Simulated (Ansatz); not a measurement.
This run works on a generated trial structure, not on a known crystal.

Input and command of a plane-wave DFT calculation in Ansatz:

```yaml
crystal:
  lattice:
    - [4.59426482, 0.0, 0.0]
    - [-2.29713241, 3.97875004, 0.0]
    - [0.0, 0.0, 2.54898635]
  atoms:
    - { symbol: Si, position: [0.33333333, 0.66666667, 0.5] }
    - { symbol: Si, position: [0.66666667, 0.33333333, 0.5] }
    - { symbol: F, position: [0.33333333, 0.66666667, 0.0] }
    - { symbol: F, position: [0.66666667, 0.33333333, 0.0] }
    - { symbol: F, position: [0.0, 0.0, 0.0] }
basis:
  ecutwfc: 420
kpoints:
  mp_grid: { grid: [6, 6, 6] }
hamiltonian:
  xc: pbe
scf:
  occupations: { method: gaussian, width: 0.1 }
  lower_state_search: "off"
output:
  forces: true
  stress: true
  eigenvalues: true
relax:
  adjacent_minimum: "off"
  f_tol: 0.04
  max_steps: 70
  cell: { stress_tol: 0.4 }
```

```bash
ansatz run input.yaml --threads 1 --pin off --max-ram 2560MiB --backend cpu --events-out ev --progress --plain --runs-dir out
```

Processor: Intel(R) Xeon(R) Processor @ 2.50GHz (Skylake/Cascade Lake), 1 thread, on a host shared with other jobs.

Question: How long does it run, and how much memory does it take?

Answer: About 61 s, peak memory 0.36 GiB. It solves 20 bands at 28 k points (after reduction by symmetry) with about 1207 plane waves (on the last cell), in 92 SCF iterations over 15 ionic steps.
